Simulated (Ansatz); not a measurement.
CuCl:
```xyz
2
Lattice="0.0000 2.7122 2.7122 2.7122 0.0000 2.7122 2.7122 2.7122 0.0000" Properties=species:S:1:pos:R:3 pbc="T T T"
Cu     1.3561     1.3561     1.3561
Cl     2.7122     2.7122     2.7122
```

Relaxed with PBE. Special points in fractions of this cell's reciprocal vectors: Γ (0.000, 0.000, 0.000); X (0.500, 0.000, 0.500); U (0.625, 0.250, 0.625); K (0.375, 0.375, 0.750); L (0.500, 0.500, 0.500); W (0.500, 0.250, 0.750).

Question: List the band energies nearest the valence-band maximum at these points for PBE in the plane-wave PAW code Ansatz.

Answer: In eV from the valence-band maximum; about four levels below and three above (degenerate sets whole), none deeper than 8.9 eV; … stands for higher levels left out; points with the same levels are listed once.

| k | below | above |
|---|---|---|
| Γ | -1.46 -1.46 0.00 0.00 0.00 | 0.53 … |
| X | -1.36 -1.28 -1.08 -1.08 | 3.44 4.43 8.71 |
| U | -1.39 -1.31 -1.00 -0.86 | 4.20 5.07 8.02 |
| L | -1.39 -1.39 -1.34 -0.55 -0.55 | 2.87 6.77 … |
| W | -1.55 -1.29 -1.10 -0.77 | 5.04 5.16 7.37 |

Space group F-43m (zinc blende). The cell was relaxed with PBE under the symmetry of its start; phonons on a q-mesh show no instability. No spin polarisation was allowed.

Potentials: the later of the program's two PAW sets.
